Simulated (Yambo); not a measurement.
Yambo run on BaO (NiAs type, space group P6_3/mmc, No. 194). The wavefunctions come from this Quantum ESPRESSO step (PBEsol, PseudoDojo standard norm-conserving files, fully relativistic):

```
&CONTROL
  calculation = 'nscf'
  pseudo_dir = './pseudo'
  outdir = './out'
/
&SYSTEM
  ibrav = 0
  nat = 4
  ntyp = 2
  ecutwfc = 84.0
  ecutrho = 336.0
  occupations = 'fixed'
  force_symmorphic = .true.
  nbnd = 246
  noncolin = .true.
  lspinorb = .true.
/
&ELECTRONS
  conv_thr = 4e-09
  diago_full_acc = .true.
  diago_thr_init = 1e-08
/
ATOMIC_SPECIES
O 15.9990 O.upf
Ba 137.3270 Ba.upf
CELL_PARAMETERS angstrom
  3.743414132414   0.000000000000   0.000000000000
 -1.871707066207   3.241891735557   0.000000000000
  0.000000000000   0.000000000000   6.533073385000
ATOMIC_POSITIONS crystal
O   0.000000000000   0.000000000000   0.500000000000
O   0.000000000000   0.000000000000   0.000000000000
Ba   0.333333333333   0.666666666667   0.250000000000
Ba   0.666666666667   0.333333333333   0.750000000000
K_POINTS automatic
3 3 2 0 0 0
```

Yambo input:

```
rim_cut
gw0
dyson
el_el_corr
HF_and_locXC
ppa
em1d
RandQpts= 1000000
RandGvec= 1 Ry
EXXRLvcs= 84 Ry
VXCRLvcs= 336 Ry
Chimod= "HARTREE"
% BndsRnXp
 1 | 244 |
%
NGsBlkXp= 7 Ry
% LongDrXp
 1.0 | 1.0 | 1.0 |
%
PPAPntXp= 27.2114 eV
% GbndRnge
 1 | 244 |
%
GTermKind= "BG"
DysSolver= "n"
ExtendOut
% QPkrange
 1 | 1 | 32 | 33 |
 2 | 2 | 32 | 33 |
 3 | 3 | 30 | 34 |
 5 | 5 | 32 | 33 |
 6 | 6 | 32 | 33 |
%
```

k points by index: 1 = Γ, 2 = A, 3 = (0, 0.333, 0), 5 = K, 6 = H.

The o-*.qp file then holds:

```
#    K-point    Band    Eo [eV]    E [eV]    E-Eo [eV]    Vxc [eV]    Vnlxc [eV]    Sc|Eo [eV]    Sc|E [eV]    dSc/dw|Eo [eV]    Re(Z)    Im(Z)
#
    1    32    -0.053222    -0.512842    -0.459621    -18.63876    -23.39200    4.158077    4.293622    -8.022468    0.772305    -0.001428
    1    33    3.300612    3.857428    0.556816    -9.234513    -4.537690    -4.037725    -4.140007    -4.997606    0.844837    -0.982517E-3
    2    32    -1.067885    -1.679139    -0.611254    -17.32607    -22.36779    4.248679    4.430459    -8.090371    0.770819    -0.001515
    2    33    4.061585    4.800565    0.738979    -11.37789    -6.776222    -3.707626    -3.862688    -5.708930    0.826581    -0.001310
    3    30    -0.454827    -1.007628    -0.552801    -18.14174    -23.08938    4.232456    4.394841    -7.991290    0.772989    -0.001440
    3    31    -0.153411    -0.648433    -0.495022    -18.57929    -23.39530    4.175517    4.320987    -7.994321    0.772923    -0.001423
    3    32    -0.153411    -0.648439    -0.495027    -18.57929    -23.39530    4.175510    4.320981    -7.994328    0.772923    -0.001423
    3    33    2.700343    3.246409    0.546066    -9.546465    -5.013158    -3.884887    -3.987242    -5.099635    0.842169    -0.990647E-3
    3    34    2.700343    3.246404    0.546062    -9.546465    -5.013158    -3.884892    -3.987246    -5.099640    0.842169    -0.990647E-3
    5    32    -0.795495    -1.395335    -0.599841    -17.50899    -22.45360    4.169374    4.344765    -7.954540    0.773797    -0.001503
    5    33    4.153949    4.787232    0.633283    -10.11626    -5.273072    -4.084183    -4.209903    -5.401173    0.834382    -0.001040
    6    32    0.000000    -0.511271    -0.511271    -18.63755    -23.42929    4.132323    4.280474    -7.883045    0.775374    -0.001392
    6    33    4.661942    5.290710    0.628768    -9.718998    -4.681011    -4.289952    -4.409218    -5.156376    0.840668    -0.004692
```
(The two width columns are left out.) Convergence of these settings isn't established.

Geometry relaxed with PBEsol.

This is not the ordinary phase of the substance; no match was found in the copy of COD used, and its stability was not checked.
